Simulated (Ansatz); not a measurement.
Zn:
Space group P6₃/mmc (No. 194); a = 2.6883 Å, b = 2.6883 Å, c = 4.7864 Å, α = 90.00°, β = 90.00°, γ = 120.00°

| atom | site | symmetry | x | y | z |
|---|---|---|---|---|---|
| Zn | 2d | -6m2 | 0.6667 | 0.3333 | 0.2500 |

Relaxed at zero pressure with PBE in the plane-wave PAW code Ansatz.

**Question.** The volume is raised by 9 % and shape and atoms relax at that volume. What pressure results, and how do the axes share the change?

**Answer.** -2.3 GPa; a -2.0 %, b -2.0 %, c 13.6 %; the energy rises by 5 meV/atom.

**Question.** Give the new structure.

**Answer.** 
Space group P6₃/mmc (No. 194); a = b = 2.6332 Å, c = 5.4375 Å, α = β = 90.00°, γ = 120.00°

| atom | site | symmetry | x | y | z |
|---|---|---|---|---|---|
| Zn | 2d | -6m2 | 0.6667 | 0.3333 | 0.2500 |

The phase is kept; no other phase was compared at this pressure.

Space group P6_3/mmc (hcp (Mg type)). The PBE relaxation kept the symmetry of its start. Axis ratios of metals converge slowly with the k-mesh, so a and c are less sure than the volume.

Potentials: the later of the program's two PAW sets.
